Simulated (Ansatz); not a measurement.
LaSiPt:
```xyz
6
Lattice="-2.1373 2.1373 7.2984 2.1373 -2.1373 7.2984 2.1373 2.1373 -7.2984" Properties=species:S:1:pos:R:3 pbc="T T T"
La     0.0000     0.0000     8.4633
La     2.1373     0.0000     4.8141
Si     0.0000     0.0000    14.5907
Si     0.0000     2.1373     3.6431
Pt     0.0000     0.0000     2.4466
Pt     0.0000     2.1373     6.0958
```

Relaxed with r²SCAN. Special points in fractions of this cell's reciprocal vectors: Γ (0.000, 0.000, 0.000); X (0.000, 0.000, 0.500); P (0.250, 0.250, 0.250); N (0.000, 0.500, 0.000); M (0.500, 0.500, -0.500); S (0.271, 0.729, -0.271); S0 (-0.271, 0.271, 0.271); R (-0.043, 0.043, 0.500); G (0.500, 0.500, -0.043).

List the band energies nearest the Fermi level at these points for r²SCAN (plane waves, PAW; program Ansatz).

In eV from the Fermi level; about four levels below and three above (degenerate sets whole), none deeper than 8.9 eV; points with the same levels are listed once.

| k | below | above |
|---|---|---|
| Γ | -3.43 -3.02 -0.49 -0.49 | 0.35 0.36 0.36 |
| X | -1.38 -1.38 -0.63 -0.63 | 0.29 0.29 2.53 2.53 |
| P | -1.38 -1.38 -0.65 -0.65 | 0.32 0.32 2.53 2.53 |
| N | -2.48 -1.01 -0.91 -0.43 | 0.95 1.00 1.53 |
| M | -1.71 -1.71 -0.51 -0.51 | 0.38 0.38 0.92 0.92 |
| S | -2.02 -1.42 -1.04 -0.05 | 0.51 1.13 1.71 |
| R | -1.34 -1.34 -0.63 -0.63 | 0.30 0.30 2.53 2.53 |

Space group I4_1md. The workflow started from a Materials Project entry (that database holds measured and hypothetical structures alike); the Crystallography Open Database copy checked does not list it. With Si and Pt taken as one species the cell has the higher symmetry I4_1/amd, so it may be an ordered model of a mixed-site phase. Its standing as an ambient phase is unchecked. The cell was relaxed with r²SCAN under the symmetry of its start; its stability against distortions is not shown here. The run is not spin-polarised. Spin–orbit coupling is left out wherever it is not named.

Potentials: the later of the program's two PAW sets.
